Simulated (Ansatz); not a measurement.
Si₃N₄ in space group I-43d (No. 220; N on 16c, Si on 12b), PBEsol (plane waves, PAW; program Ansatz). The conduction-band minimum lies on the Γ–H line, 45 % of the way from Γ, with 6 equivalent valleys. Second derivatives d²E/dk² of the lowest band at one valley (eV·Å²), along Cartesian directions:

```
direction  d²E/dk²
---------  -------
[100]        14.27
[010]        14.27
[001]        9.916
[110]        14.27
[101]        12.09
[011]        12.09
```

Question: Find the principal effective masses, the density-of-states mass and the conductivity mass.

Answer: Off-diagonal terms follow from H_xy = H[110] − (H_xx + H_yy)/2, and m*/mₑ = 7.620 eV·Å² over each eigenvalue: 0.53, 0.53, 0.77. One valley's DOS mass (m₁m₂m₃)^(1/3) = 0.60, conductivity mass 3/(Σ 1/mᵢ) = 0.59 mₑ.

Question: What effective density of states Nc follows at 300 K for parabolic valleys?

Answer: Nc = 2.509e19 × 6 × (0.60)^(3/2) ≈ 7.0e19 cm⁻³.

Question: With the computed static dielectric constant 9.59 (mean of the diagonal), estimate a hydrogenic donor's binding energy and radius.

Answer: E = 13.606 eV × 0.59/9.59² ≈ 87 meV; a = 0.529 Å × ε/m* ≈ 8.6 Å. Semilocal masses tend to be too small where the gap is.

The workflow started from an entry of the Crystallography Open Database (COD), which files this formula under 4 space groups. It is not the phase usual at ambient conditions (space group No. 176). The cell was relaxed with PBEsol under the symmetry of its start; phonons on a q-mesh show no instability.

Potentials: the earlier of the program's two PAW sets.
